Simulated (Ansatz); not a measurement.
Data:

TaSnO$_{3}$:
```xyz
5
Lattice="4.0396 0.0000 0.0000 0.0000 4.0396 0.0000 0.0000 0.0000 4.0396" Properties=species:S:1:pos:R:3 pbc="T T T"
Sn     0.0000     0.0000     0.0000
Ta     2.0198     2.0198     2.0198
O      0.0000     2.0198     2.0198
O      2.0198     0.0000     2.0198
O      2.0198     2.0198     0.0000
```

This is the r²SCAN-relaxed structure.

Problem. All from r²SCAN in the plane-wave PAW code Ansatz, unless another level is named. Predict the electronic character.

Solution. metallic (no gap).

Problem. Give the formation energy from the elements (no fitted shifts).

Solution. -2.03 eV/atom.

Problem. Give the gap with spin–orbit coupling.

Solution. none (metallic).

Space group Pm-3m (cubic perovskite). The workflow started from an entry of the Crystallography Open Database (COD). Its standing as an ambient phase is unchecked. The cell was relaxed with r²SCAN under the symmetry of its start; its stability against distortions is not shown here. No spin polarisation was allowed. With an odd number of electrons in the cell and no spin polarisation, the count alone makes it a metal. The references are the lowest solids computed at this level, not always the standard phases (solids in place of the gases). Spin–orbit coupling is left out wherever it is not named.

Potentials: the later of the program's two PAW sets.
